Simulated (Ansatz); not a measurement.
One run on EuHg2 (P6/mmm): collinear moments without spin–orbit coupling

Level of theory: DFT, LDA, PAW with Ansatz's default frozen-core files, scalar-relativistic in Ansatz 0.2.0.

Command: `ansatz run input.yaml --threads 2 --pin off --max-ram 6144MiB --backend cpu --events-out ev --progress --plain --runs-dir out`

```yaml
crystal:
  lattice:
    - [4.97, 0.0, 0.0]
    - [-2.485, 4.3041462568, 0.0]
    - [0.0, 0.0, 3.705]
  atoms:
    - { symbol: Eu, position: [0.0, 0.0, 0.0], spin: 7.0 }
    - { symbol: Hg, position: [0.3333333333, 0.6666666667, 0.5] }
    - { symbol: Hg, position: [0.6666666667, 0.3333333333, 0.5] }
magnetization:
  spin_polarized: true
kpoints:
  mp_grid: { grid: [6, 6, 6] }
scf:
  occupations: { method: fermi_dirac, width: 0.1 }
hamiltonian:
  xc: lda
  pseudopotentials: { kind: paw }
output:
  forces: true
  stress: true
  eigenvalues: true
```

Output:

```
Engine: ansatz 0.2.0
Pseudopotentials: kind: paw
Pseudopotential: Eu, paw, valence charge 17, recommended cutoff 420 eV (normal), Eu.paw.azcp
Pseudopotential: Hg, paw, valence charge 20, recommended cutoff 420 eV (normal), Hg.paw.azcp
Functional definition: SPW92
  exchange = slater_x
  correlation = pw_c
Crystal: 3 atoms, lattice volume = 79.256 Å³
Basis set: ecut = 420 eV, 1555 PW (Γ)
Bands: 39, of which v1, the nominal top of the filled ones, is band 29 counted from 1 (28 counted from 0)
Symmetry: 24 space group operations
Space group: P6/mmm (ITA 191), of the structure as read, at distance tolerance 4.3e-5 Å
Magnetic group: BNS 191.233 (UNI 1463), of the structure as read, at distance tolerance 4.3e-5 Å
k-points: 28 of 216
Non-local potential: Eu, projectors of the file, l = 0: 3, l = 1: 2, l = 2: 2, l = 3: 3
Non-local potential: Hg, projectors of the file, l = 0: 3, l = 1: 2, l = 2: 2, l = 3: 1
PAW form: soft (Blöchl's): semilocal exchange-correlation on the pseudo side does not see the compensation charge
PAW frozen core: Eu, regenerated for the run's functional, and the local potential with it (the file was generated under x = pbe(κ = 0.804, μ = 0.2195149727645171), c = pbe(β = 0.06672455060314922))
PAW frozen core: Hg, regenerated for the run's functional, and the local potential with it (the file was generated under x = pbe(κ = 0.804, μ = 0.2195149727645171), c = pbe(β = 0.06672455060314922))
PAW one-centre angular grid: Eu, 590 points (default); XC on 64 Gauss nodes
PAW one-centre angular grid: Hg, 590 points (default); XC on 64 Gauss nodes
Initial density: superposition of atomic densities (chi_scale 0.1, normalization cell)
Starting moments: Σ|m| = 7 μB on 1 of 3 sites
Initial wavefunctions: pseudopotential atomic-orbital guess
Functional: x = slater, c = lda
SCF iter   1: F=—  HF=-35612.237380 eV  |F-HF|=—  |Δ(HF+E_count)|=         —  Δρ=4.41e-2 (↑4.41e-2 ↓2.59e-2)  dr2=3.50e0  dr2_m=4.45e-1  M=7.046 μB ∫|m|=7.063 μB  β_m=0.30  ethr=3.10e-3  ⟨swp⟩=6.1  Hψ=7642  notcnv=0  defer=2
Mixer restart at iter 1: flushing history
preconditioner: auto → Kerker (q_TF=auto, 2.582 Å⁻¹)  [metal: Δε(μ)=0.034 eV  Ē_g=10.309 eV  σ=0.100 eV  W_gap=0.08  n_scr=26 (ndim 8)  ℏωp=26.0 eV  f_vac=0.000  D(μ)=4.83/eV (n_scr^D=44)]
spin=Collinear: Kerker preconditioning applied to the charge; magnetization (m = ρ↑ − ρ↓) channel mixes plain (no charge-response kernel on spin).
SCF iter   2: F=—  HF=-35612.107882 eV  |F-HF|=—  |Δ(HF+E_count)|=   1.29e-1  Δρ=2.65e-2 (↑2.65e-2 ↓1.69e-2)  dr2=1.47e0  dr2_m=1.68e-1  M=6.983 μB ∫|m|=7.001 μB  β_m=0.48  ethr=3.10e-3  ⟨swp⟩=2.7  Hψ=3504  notcnv=0  defer=78
SCF iter   3: F=—  HF=-35612.148168 eV  |F-HF|=—  |Δ(HF+E_count)|=   4.03e-2  Δρ=1.31e-2 (↑1.31e-2 ↓4.87e-3)  dr2=2.49e-1  dr2_m=3.40e-2  M=6.969 μB ∫|m|=6.987 μB  β_m=0.54  ethr=2.58e-3  ⟨swp⟩=3.0  Hψ=3940  notcnv=0  defer=79
SCF iter   4: F=—  HF=-35612.260053 eV  |F-HF|=—  |Δ(HF+E_count)|=   1.12e-1  Δρ=6.18e-3 (↑6.18e-3 ↓2.57e-3)  dr2=7.55e-2  dr2_m=4.38e-3  M=6.969 μB ∫|m|=6.987 μB  β_m=0.77  ethr=4.37e-4  ⟨swp⟩=3.1  Hψ=4043  notcnv=0  defer=73
SCF iter   5: F=—  HF=-35612.302795 eV  |F-HF|=—  |Δ(HF+E_count)|=   4.27e-2  Δρ=1.74e-3 (↑1.74e-3 ↓1.27e-3)  dr2=1.26e-2  dr2_m=1.22e-4  M=6.987 μB ∫|m|=7.006 μB  β_m=0.88  ethr=1.32e-4  ⟨swp⟩=2.9  Hψ=4235  notcnv=0  defer=74
SCF iter   6: F=—  HF=-35612.299637 eV  |F-HF|=—  |Δ(HF+E_count)|=   3.16e-3  Δρ=6.80e-4 (↑6.80e-4 ↓5.10e-4)  dr2=1.01e-3  dr2_m=3.85e-5  M=6.985 μB ∫|m|=7.004 μB  β_m=0.94  ethr=2.21e-5  ⟨swp⟩=2.1  Hψ=3658  notcnv=0  defer=74
SCF iter   7: F=—  HF=-35612.300163 eV  |F-HF|=—  |Δ(HF+E_count)|=   5.26e-4  Δρ=2.75e-4 (↑2.75e-4 ↓1.68e-4)  dr2=8.83e-5  dr2_m=8.83e-6  M=6.978 μB ∫|m|=6.997 μB  β_m=0.97  ethr=1.76e-6  ⟨swp⟩=2.0  Hψ=3810  notcnv=0  defer=74
SCF iter   8: F=—  HF=-35612.300293 eV  |F-HF|=—  |Δ(HF+E_count)|=   1.30e-4  Δρ=1.05e-4 (↑1.05e-4 ↓3.19e-5)  dr2=1.36e-5  dr2_m=1.82e-6  M=6.974 μB ∫|m|=6.993 μB  β_m=0.99  ethr=1.55e-7  ⟨swp⟩=2.0  Hψ=3448  notcnv=0  defer=74
SCF iter   9: F=—  HF=-35612.300304 eV  |F-HF|=—  |Δ(HF+E_count)|=   1.18e-5  Δρ=1.06e-5 (↑1.06e-5 ↓9.84e-6)  dr2=3.74e-7  dr2_m=6.00e-9  M=6.973 μB ∫|m|=6.993 μB  β_m=0.99  ethr=2.39e-8  ⟨swp⟩=2.0  Hψ=3374  notcnv=0  defer=74
SCF iter  10: F=—  HF=-35612.300304 eV  |F-HF|=—  |Δ(HF+E_count)|=   4.54e-8  Δρ=8.52e-6 (↑8.52e-6 ↓4.10e-6)  dr2=1.02e-7  dr2_m=1.03e-8  M=6.973 μB ∫|m|=6.992 μB  β_m=0.93  ethr=6.55e-10  ⟨swp⟩=2.3  Hψ=3246  notcnv=0  defer=74
SCF iter  11: F=—  HF=-35612.300304 eV  |F-HF|=—  |Δ(HF+E_count)|=   4.61e-8  Δρ=3.50e-6 (↑3.50e-6 ↓1.08e-6)  dr2=1.17e-8  dr2_m=2.30e-9  M=6.973 μB ∫|m|=6.992 μB  β_m=0.96  ethr=1.79e-10  ⟨swp⟩=2.0  Hψ=3355  notcnv=0  defer=74
SCF iter  12: F=-35612.300304 eV  HF=-35612.300304 eV  |F-HF|=4.06e-8  |Δ(HF+E_count)|=   1.87e-8  Δρ=7.07e-6 (↑7.07e-6 ↓5.46e-7)  dr2=3.99e-8  dr2_m=9.07e-9  M=6.973 μB ∫|m|=6.992 μB  ethr=2.06e-11  ⟨swp⟩=6.9  Hψ=8277  notcnv=0
SCF 1 converged in 12 iterations: F = -35612.300304 eV  dr2 = 3.99e-8
  greatest PAW one-centre occupation: 1.000 electrons in one spin orbital (limit 2), on the Eu atom at site 0 (counted from 0), in its partial waves of l = 0
SCF converged after 12 iterations
Magnetization: 6.9730 μB (31.9865 up, 25.0135 down)
Absolute magnetization: 6.9936 μB (∫|ρ↑−ρ↓|, with the PAW one-centre terms)
Spin contamination: 0.0634 ħ² per cell (⟨S²⟩ above its minimum at these occupations)
Per-site moments (μB) at R_I (Å): [(6.793895051246351, 1.4088786130416784), (-0.0014026797641745585, 1.1836402206211907), (-0.0014026797641744403, 1.1836402206211907)]
Free energy (F): -35612.300304 eV
Harris-Foulkes:  -35612.300304 eV  (|F-HF|=4.06e-8)
Internal energy: -35612.191957 eV  (E = F + TS)
E sigma→0 (E₀):  -35612.246131 eV
Entropy (-TS):   -0.108347 eV (-36.116 meV/atom)
Fermi energy:    13.736788 eV
--- Per-component energies (eV) ---
  E_band       = -805.895226
  E_kinetic    = 1561.321132
  E_local      = -7243.389518  (includes V_loc(G=0)·N_el)
  E_nonlocal   = 633.628420
  E_hartree    = 3044.618491
  E_xc         = -615.957173
  E_vxc        = -729.508780  (∫ρ·V_xc dr)
  E_paw        = -25495.363296  (= ΣΔE_a)
  E_vpaw       = -1117.176584  (= ΣTr[D̂ρ^β])
  E_aug_tail   = 0.001723  (compensation charges beyond the density's cutoff)
  E_ewald      = -7499.338812
  E_core_change = 2.287074  (= ΣΔE_core)
  E_smearing   = -0.108347  (= −TS)
  E_closure    = 0.000000  (closes the sum)
  Σ components = -35612.300304   (vs F -35612.300304, Δ=0.00e0)
--- Forces (eV/Å), atoms counted from 1 ---
  atom   1  Eu    -0.00000000     0.00000000     0.00000000
  atom   2  Hg     0.00000000    -0.00000000     0.00000000
  atom   3  Hg     0.00000000     0.00000000     0.00000000
  max |Σ_I F_I| component: 5.55e-17 eV/Å
--- Stress (GPa, compression-positive) ---
       -4.560470      -0.000000       0.000000
       -0.000000      -4.560470       0.000000
        0.000000       0.000000      -3.520615
  P = ⅓ Tr σ = -4.2139 GPa (-42.139 kbar)
--- Band table (eV; the first three rows and the last of 56) ---
  k-point 0 ↑: bands = ["-101.7303", "-101.7263", "-50.0284", "-50.0284", "-49.9952", "-49.9851", "-49.9707", "-49.9707", "-27.7256", "-6.4795", "-6.4795", "-6.3292", "5.1510", "6.1057", "6.2572", "6.2572", "6.3856", "6.3856", "6.6082", "6.6082", "6.7468", "7.0628", "7.0628", "12.9385", "13.2209", "13.2209", "13.2723", "13.2868", "13.2868", "13.2977", "13.3092", "13.3092", "14.1504", "14.2321", "1 …
  k-point 1 ↑: bands = ["-101.7303", "-101.7262", "-50.0284", "-50.0284", "-49.9958", "-49.9857", "-49.9707", "-49.9707", "-27.7202", "-6.4676", "-6.4676", "-6.4363", "5.3087", "6.2354", "6.2354", "6.3222", "6.3222", "6.4133", "6.5743", "6.5743", "6.9032", "7.0439", "7.0439", "13.0101", "13.1767", "13.1767", "13.2026", "13.2409", "13.2409", "13.2991", "13.8433", "13.8433", "14.3631", "14.3775", "1 …
  k-point 2 ↑: bands = ["-101.7303", "-101.7262", "-50.0283", "-50.0283", "-49.9970", "-49.9868", "-49.9706", "-49.9706", "-27.7092", "-6.6424", "-6.4438", "-6.4438", "5.5380", "6.1024", "6.1024", "6.2976", "6.2976", "6.5070", "6.5070", "7.0050", "7.0050", "7.2326", "7.4153", "12.2809", "13.1482", "13.1503", "13.1503", "13.2560", "13.2911", "13.2911", "13.3020", "14.8848", "15.0229", "15.0229", "1 …
  k-point 27 ↓: bands = ["-101.7284", "-101.7284", "-50.0343", "-50.0004", "-50.0004", "-49.9926", "-49.9926", "-49.9664", "-24.8023", "-4.6019", "-4.2758", "-4.2758", "5.5966", "5.8936", "5.9367", "5.9367", "6.5238", "6.5238", "7.1184", "7.2127", "7.2127", "7.7352", "9.5950", "9.5950", "13.5993", "13.5993", "13.8467", "17.3378", "17.3378", "17.3829", "17.5424", "17.7572", "17.7991", "17.8186", "1 …
```

Site moments (μB): Eu1 6.79, Hg2 0.00, Hg3 0.00. Cell moment 6.97 μB.

The magnetic group in the log treats spin as a scalar label, without spin–orbit coupling.

The PAW files were made with PBE; the program remakes their cores once for the run's functional and then keeps them frozen. Without U a semilocal functional puts the f levels too near the Fermi level, which can change moments and the order of magnetic states; site and cell moments are spin moments. With open f shells a run can end in a state that isn't the lowest. The magnetic state is the one that this cell and start allow. It needn't be the compound's measured order, which may need a larger cell or be absent.

It took 7.5 s on 2 threads of Arm Neoverse V1, with other jobs on the host, peak memory 0.46 GiB.
